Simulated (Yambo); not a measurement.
# KSc$_{2}$F$_{7}$: sweep of GW parameters

G0W0@LDA for KSc2F7 (space group Cmmm, No. 65) in Yambo. Reference settings: 2×2×4 Γ-centred k mesh, bands 3 to 166 and a 6 Ry block in the screening, 166 bands in G with the Bruneval-Gonze terminator, plasmon pole fitted at 27.2 eV. The LDA gap Γ → (-0.5, -0.5, 0) on this mesh is 5.80 eV; G0W0 gaps are taken between the same points.

```json
[
 {"change from the reference": "reference settings", "G0W0 gap Γ → (-0.5, -0.5, 0) (eV)": "10.73", "shift of the valence edge (eV)": "-2.00", "rough Yambo cost": "1"},
 {"change from the reference": "58 bands in W, 58 bands in G", "G0W0 gap Γ → (-0.5, -0.5, 0) (eV)": "11.77", "shift of the valence edge (eV)": "-2.37", "rough Yambo cost": "about 1/3"},
 {"change from the reference": "134 bands in W, 134 bands in G", "G0W0 gap Γ → (-0.5, -0.5, 0) (eV)": "10.77", "shift of the valence edge (eV)": "-1.99", "rough Yambo cost": "within a factor of two"},
 {"change from the reference": "58 bands in W, 58 bands in G, 4 Ry block", "G0W0 gap Γ → (-0.5, -0.5, 0) (eV)": "12.00", "shift of the valence edge (eV)": "-2.55", "rough Yambo cost": "about 1/4"},
 {"change from the reference": "58 bands in W, 58 bands in G, 5 Ry block", "G0W0 gap Γ → (-0.5, -0.5, 0) (eV)": "11.91", "shift of the valence edge (eV)": "-2.47", "rough Yambo cost": "about 1/4"},
 {"change from the reference": "77 bands in W, 77 bands in G, 2 Ry block", "G0W0 gap Γ → (-0.5, -0.5, 0) (eV)": "12.29", "shift of the valence edge (eV)": "-2.93", "rough Yambo cost": "about 1/3"},
 {"change from the reference": "77 bands in W, 77 bands in G, 3 Ry block", "G0W0 gap Γ → (-0.5, -0.5, 0) (eV)": "11.87", "shift of the valence edge (eV)": "-2.59", "rough Yambo cost": "about 1/3"},
 {"change from the reference": "103 bands in W, 103 bands in G, 5 Ry block", "G0W0 gap Γ → (-0.5, -0.5, 0) (eV)": "11.02", "shift of the valence edge (eV)": "-2.06", "rough Yambo cost": "about 1/2"},
 {"change from the reference": "103 bands in W, 103 bands in G, 2 Ry block", "G0W0 gap Γ → (-0.5, -0.5, 0) (eV)": "12.06", "shift of the valence edge (eV)": "-2.85", "rough Yambo cost": "about 1/2"},
 {"change from the reference": "103 bands in W, 103 bands in G, 3 Ry block", "G0W0 gap Γ → (-0.5, -0.5, 0) (eV)": "11.65", "shift of the valence edge (eV)": "-2.52", "rough Yambo cost": "within a factor of two"},
 {"change from the reference": "134 bands in W, 134 bands in G, 4 Ry block", "G0W0 gap Γ → (-0.5, -0.5, 0) (eV)": "11.00", "shift of the valence edge (eV)": "-2.12", "rough Yambo cost": "within a factor of two"},
 {"change from the reference": "3 Ry block", "G0W0 gap Γ → (-0.5, -0.5, 0) (eV)": "11.51", "shift of the valence edge (eV)": "-2.52", "rough Yambo cost": "within a factor of two"},
 {"change from the reference": "5 Ry block", "G0W0 gap Γ → (-0.5, -0.5, 0) (eV)": "10.87", "shift of the valence edge (eV)": "-2.08", "rough Yambo cost": "within a factor of two"},
 {"change from the reference": "2×2×2 mesh", "G0W0 gap Γ → (-0.5, -0.5, 0) (eV)": "10.73", "shift of the valence edge (eV)": "-1.96", "rough Yambo cost": "about 1/3"},
 {"change from the reference": "103 bands in W, 103 bands in G, no terminator", "G0W0 gap Γ → (-0.5, -0.5, 0) (eV)": "11.13", "shift of the valence edge (eV)": "-1.73", "rough Yambo cost": "within a factor of two"}
]
```

The reference isn't shown to be the converged limit. Costs are rough (shared machines), scaled to the same edge states, and given only for runs that recompute the screening.

Geometry of the Materials Project entry, not relaxed at this level; primitive cell a = b = 6.224 Å, c = 4.048 Å, α = β = 90.00°, γ = 116.57°.

The structure is a Materials Project entry; no match was found in the copy of COD used, and its stability was not checked.

A shift is the quasiparticle energy of the state minus its LDA energy.
